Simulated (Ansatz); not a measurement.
Rh (fcc, Cu type)

```
CELL_PARAMETERS angstrom
      0.00000     3.83006     3.83006
      1.91503     1.91503     3.83006
      1.91503     1.91503     0.00000
ATOMIC_POSITIONS crystal
  Rh 0.00000 0.00000 0.00000
  Rh 0.50000 0.00000 0.00000
```

The atoms are displaced by Q × the pattern below (from a DFPT mode at X = (0.5, 0.5, 0.0), largest move 1; Q in Å), at fixed cell. (q is in reciprocal vectors of the primitive cell; the cell shown is doubled to hold the pattern.)

```csv
atom,x,y,z
Rh1,0.000,0.000,-1.000
Rh2,0.000,0.000,1.000
```

These are PBE (plane waves to 420 eV, PAW, scalar-relativistic; Ansatz, an electronic-structure program) values and carry that method's errors. k mesh 21×21×21 (Γ-centred), Fermi-Dirac smearing 0.05 eV. With partly filled bands, energies and forces of such displacements shift with the k mesh and the smearing. Rh is run without spin polarisation. Rh was relaxed with its symmetry unable to fall.

At one point of the scan the forces (eV/Å) are:

```csv
atom,Fx,Fy,Fz
Rh1,0.000,0.000,-1.985
Rh2,0.000,0.000,1.985
```

### Question
Which point is it?
A. Q = -0.100 Å
B. Q = -0.083 Å
C. Q = -0.033 Å
D. Q = -0.067 Å

### Answer
A, Q = -0.100 Å

(For displaced atoms, the force is minus the slope of the energy, and its curvature is a force constant, which sets phonon frequencies.)
